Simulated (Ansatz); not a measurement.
Ti2BiN:
```yaml
crystal:
  lattice:
    - [3.29902, 0.00000, 0.00000]
    - [-1.64951, 2.85704, 0.00000]
    - [0.00000, 0.00000, 13.05721]
  atoms:
    - { symbol: Ti, position: [0.33333, 0.66667, 0.57339] }
    - { symbol: Ti, position: [0.66667, 0.33333, 0.42661] }
    - { symbol: Ti, position: [0.66667, 0.33333, 0.07339] }
    - { symbol: Ti, position: [0.33333, 0.66667, 0.92661] }
    - { symbol: Bi, position: [0.33333, 0.66667, 0.25000] }
    - { symbol: Bi, position: [0.66667, 0.33333, 0.75000] }
    - { symbol: N, position: [0.00000, 0.00000, 0.00000] }
    - { symbol: N, position: [0.00000, 0.00000, 0.50000] }
```

Relaxed with r²SCAN. Special points in fractions of this cell's reciprocal vectors: Γ (0.000, 0.000, 0.000); M (0.500, 0.000, 0.000); K (0.333, 0.333, 0.000); A (0.000, 0.000, 0.500); L (0.500, 0.000, 0.500); H (0.333, 0.333, 0.500).

Q: List the band energies nearest the Fermi level at these points for r²SCAN with spin–orbit coupling in the plane-wave PAW code Ansatz.

A: In eV from the Fermi level; about four levels below and three above (degenerate sets whole), none deeper than 8.9 eV; points with the same levels are listed once.

```
k                                            below                above
-  -----------------------------------------------  -------------------
Γ  -0.54 -0.54 -0.54 -0.54 -0.54 -0.54 -0.53 -0.53  0.96 0.96 1.17 1.17
M                          -1.93 -1.93 -1.78 -1.78  0.14 0.14 0.17 0.17
K                          -0.38 -0.38 -0.36 -0.36  0.20 0.20 0.24 0.24
A                          -0.53 -0.53 -0.53 -0.53  1.17 1.17 1.17 1.17
L                          -1.85 -1.85 -1.85 -1.85  0.16 0.16 0.16 0.16
H                          -0.49 -0.49 -0.40 -0.40  0.50 0.50 0.53 0.53
```

Space group P6_3/mmc. The start of the workflow was typed in or built on a structure type; neither database checked (COD, Materials Project) lists it. Its standing as an ambient phase is unchecked. The r²SCAN relaxation kept the symmetry of its start; whether a distortion lowers the energy is not shown. The workflow began spin-polarised and lost its moments.

Potentials: the later of the program's two PAW sets.
